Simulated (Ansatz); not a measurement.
Consider the following.

ZrO2 (fluorite)

Space group Fm-3m (No. 225); a = b = c = 5.1159 Å, α = β = γ = 90.00°

| atom | site | symmetry | x | y | z |
|---|---|---|---|---|---|
| Zr | 4a | m-3m | 0.0000 | 0.0000 | 0.0000 |
| O | 8c | -43m | 0.2500 | 0.2500 | 0.2500 |
(The calculation used a cell of 3 atoms; values per cell refer to that cell.)

Equation-of-state scan: isotropic scaling of the cell above, V₀ being its volume. Symmetry pins the atoms to their sites.

These are PBE (plane waves to 420 eV, PAW, scalar-relativistic; Ansatz, a quantum-chemistry and plane-wave program) values and carry that method's errors. k mesh 11×11×11 (Γ-centred), Fermi-Dirac smearing 0.05 eV. The energy includes the smearing's −TS. Stress and pressure are positive under compression. This is a high-temperature form of ZrO2. ZrO2 is run without spin polarisation. ZrO2 was relaxed with its symmetry unable to fall. ΔE is measured from the relaxed starting cell.

The scan covers V/V₀ from 0.840 to 1.160 in 13 points.

Question: What is ΔE at V/V₀ = 0.840?

Answer: 284.5 meV/atom.

Question: What pressure does the cell carry at V/V₀ = 0.840?

Answer: 59.3 GPa.

Question: What is ΔE at V/V₀ = 1.160?

Answer: 162.4 meV/atom.

(Under strain, the slope of the energy per volume gives the stress and its curvature an elastic modulus.)
